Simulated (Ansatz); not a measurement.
## Elastic constants of Ta at 11 GPa (stress–strain coefficients): input and output

Level of theory: DFT LDA, scalar-relativistic, plane waves, PAW (Ansatz).

Launched with:
```bash
ansatz run input.yaml --threads 1 --pin off --max-ram 3072MiB --backend cpu --events-out ev --progress --plain --runs-dir out
```

Input (bare energies are in eV):
```yaml
crystal:
  lattice:
    - [-1.6027559546, 1.6027559546, 1.6027559546]
    - [1.6027559546, -1.6027559546, 1.6027559546]
    - [1.6027559546, 1.6027559546, -1.6027559546]
  atoms:
    - { symbol: Ta, position: [0.0, 0.0, 0.0] }
basis:
  ecutwfc: 420
kpoints:
  mp_grid: { grid: [20, 20, 20] }
hamiltonian:
  xc: lda
scf:
  occupations: { method: fermi_dirac, width: 0.15 }
output:
  forces: true
  stress: true
  eigenvalues: true
elastic:
  mode: relaxed_ion
  amplitude: 0.005
```

From the output:
```
--- Elastic constants: 2 strain directions × 4 members + reference (group order 48) ---
  dense FFT box of the reference and of every strained cell: 20×20×20
  strains applied: 11, 23; error gains: componentwise 1.00 (the most a stress slope's error grows in a printed constant), spectral 1.73 (1 for all six strains in a standard setting)
  C = ∂σ_k/∂η_j (tension-positive GPa; Voigt order 11 22 33 23 13 12):
       351.139    209.007    209.007      0.000     -0.000     -0.000
       209.007    351.139    209.007      0.000      0.000     -0.000
       209.007    209.007    351.139     -0.000     -0.000      0.000
         0.000      0.000      0.000     76.313      0.000     -0.000
        -0.000      0.000      0.000     -0.000     76.313     -0.000
         0.000     -0.000      0.000      0.000      0.000     76.313
  reference stress σ⁰ (GPa):    -10.984    -10.984    -10.984      0.000     -0.000     -0.000
  C* (energy form; C + prestress term) asymmetry max|C*_kj − C*_jk| = 8.527e-14 GPa — a small one proves nothing (zero by symmetry where the batch's group is 432, −43m or m−3m); a large one is finite-difference/SCF noise where every solve ...
  moduli (Voigt/Reuss/Hill, GPa): K = 256.38/256.38/256.38   G = 74.21/74.12/74.17   E = 202.94   ν = 0.368
  mechanically stable: yes (min eigenvalue of sym C = 76.31 GPa)
  strain η (Voigt 11):  stress-route row diagonal C_11 = 351.14 GPa, energy-path curvature d²(F+E_count+ΔE)/dδ²/Ω₀ = 351.13 GPa
    cells at ±δ against ±2δ: C31 209.05 and 209.18 GPa, apart by 0.04 % of the column's largest entry
         δ    σ_11 (GPa) F (eV) n_scf n_hpsi n_pw
    -1.000e-2     -14.5835       -9682.6181500       7  128957    332   relax 0 steps, max|allowed force component| 0.00e0 eV/Å
    -5.000e-3     -12.7620       -9682.6251768       3  103260    333   relax 0 steps, max|allowed force component| 0.00e0 eV/Å
     5.000e-3      -9.2509       -9682.6364741       3  101894    336   relax 0 steps, max|allowed force component| 0.00e0 eV/Å
     1.000e-2      -7.5627       -9682.6407924       6  110926    338   relax 0 steps, max|allowed force component| 0.00e0 eV/Å
  strain η (Voigt 23):  stress-route row diagonal C_44 = 76.31 GPa, energy-path curvature d²(F+E_count+ΔE)/dδ²/Ω₀ = 81.80 GPa
    cells at ±δ against ±2δ: C44 76.29 and 76.22 GPa, apart by 0.09 % of the column's largest entry
         δ    σ_23 (GPa) F (eV) n_scf n_hpsi n_pw
    -1.000e-2      -0.7622       -9682.6308561       7  229030    335   relax 0 steps, max|allowed force component| 0.00e0 eV/Å
    -5.000e-3      -0.3815       -9682.6311706       3  183776    336   relax 0 steps, max|allowed force component| 0.00e0 eV/Å
     5.000e-3       0.3814       -9682.6311706       3  182068    336   relax 0 steps, max|allowed force component| 0.00e0 eV/Å
     1.000e-2       0.7622       -9682.6308561       6  198132    335   relax 0 steps, max|allowed force component| 0.00e0 eV/Å
```

Time: 65 s on 1 thread of Intel(R) Xeon(R) Platinum 8488C (Sapphire Rapids), with other jobs on the host, peak memory 0.56 GiB.

In a metal, frequencies and elastic constants depend on the k mesh and the smearing, soft modes and shear constants most. Spin–orbit coupling is left out, which can shift energies with elements as heavy as these.